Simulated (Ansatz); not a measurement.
From the elastic tensor of Si5Ge2 to moduli and sound speeds

All numbers below come from DFT PBE, scalar-relativistic, plane waves, PAW (Ansatz 0.2.0). Settings: 420 eV plane-wave cutoff, Γ-centred 6×6×6 mesh, fixed occupations. No spin polarisation.

Space group R32 (No. 155), trigonal, a = 6.578 Å, c = 13.080 Å. Si on a site of symmetry 3 is surrounded by 3 Si at 2.37 Å, 1 Ge at 2.43 Å and 1 Si at 2.99 Å; Si on a site of symmetry 2 is surrounded by 2 Si at 2.37 Å and 2 Ge at 2.43 Å; Ge has 4 Si at 2.43 Å.

The structure comes from a generated guess, relaxed at this level; another structure or a mixture of phases may lie lower.

Relaxed-ion constants (GPa, on the Cartesian axes of the calculation):
C11 = 141.1, C12 = 38.7, C13 = 23.1, C14 = 5.5, C22 = 141.1, C23 = 23.1, C24 = -5.5, C33 = 76.7, C44 = 24.4, C55 = 24.4, C56 = 5.5, C66 = 51.2 GPa; the others vanish.

Density 2.903 g/cm³; 7 atoms in 163.40 Å³.

With S = C⁻¹: B_V = (C11+C22+C33+2(C12+C13+C23))/9, G_V = (C11+C22+C33−C12−C13−C23+3(C44+C55+C66))/15, 1/B_R = S11+S22+S33+2(S12+S13+S23), 15/G_R = 4(S11+S22+S33−S12−S13−S23)+3(S44+S55+S66); Hill is their mean. Then v_l = √((B+4G/3)/ρ), v_t = √(G/ρ), v_m = [(2/v_t³+1/v_l³)/3]^(−1/3) and Θ = (ħ/k_B)·v_m·(6π²n/V)^(1/3) for n atoms in the volume V; E = 9BG/(3B+G), ν = (3B−2G)/(2(3B+G)) and A^U = 5G_V/G_R + B_V/B_R − 6.

```json
{
 "Bulk modulus, Voigt / Reuss / Hill": "58.7 / 52.8 / 55.8 GPa",
 "Shear modulus, Voigt / Reuss / Hill": "38.3 / 33.0 / 35.6 GPa",
 "Young's modulus": "88 GPa",
 "Poisson ratio": "0.237",
 "Pugh ratio B/G": "1.57 (under 1.75, the rule of thumb for brittle)",
 "Universal anisotropy index": "0.91",
 "Longitudinal and transverse sound speeds": "5965 and 3503 m/s",
 "Debye temperature from the mean sound speed": "405 K"
}
```
